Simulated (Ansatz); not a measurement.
TaC:
```cif
data_CTa
_chemical_formula_sum 'Ta1 C1'
_space_group_name_H-M_alt 'P 1'
_space_group_IT_number 1
_cell_length_a 3.16458
_cell_length_b 3.16458
_cell_length_c 3.16458
_cell_angle_alpha 60.000
_cell_angle_beta 60.000
_cell_angle_gamma 60.000
loop_
_space_group_symop_operation_xyz
  'x, y, z'
loop_
_atom_site_label
_atom_site_type_symbol
_atom_site_fract_x
_atom_site_fract_y
_atom_site_fract_z
_atom_site_occupancy
Ta1 Ta 0.00000 0.00000 0.00000 1
C1 C 0.50000 0.50000 0.50000 1
```

Relaxed with PBE.

Question: Tabulate the valence density and the electron localisation function along the shortest Ta–Ta contact (3.16 Å), PBE (plane waves, PAW; program Ansatz).

Answer: 

```
distance from Ta (Å)  density (e/Å³)   ELF
--------------------  --------------  ----
0.32                            4.45  0.38
0.47                            4.33  0.68
0.63                            3.13  0.73
0.79                            1.71  0.59
0.95                            0.75  0.30
1.11                            0.38  0.15
1.27                            0.28  0.17
1.42                            0.25  0.24
1.58                            0.24  0.28
1.74                            0.25  0.24
1.90                            0.28  0.17
2.06                            0.38  0.15
2.22                            0.75  0.30
2.37                            1.71  0.59
2.53                            3.13  0.73
2.69                            4.33  0.68
2.85                            4.45  0.38
```

The density is the valence pseudo-density with augmentation charge, so density and ELF within about 1 Å of a nucleus are not all-electron values.

Space group Fm-3m (rock salt). The PBE relaxation kept the symmetry of its start; phonons on a q-mesh show no instability. No spin polarisation was allowed. Spin–orbit coupling is left out wherever it is not named.

Potentials: the later of the program's two PAW sets.
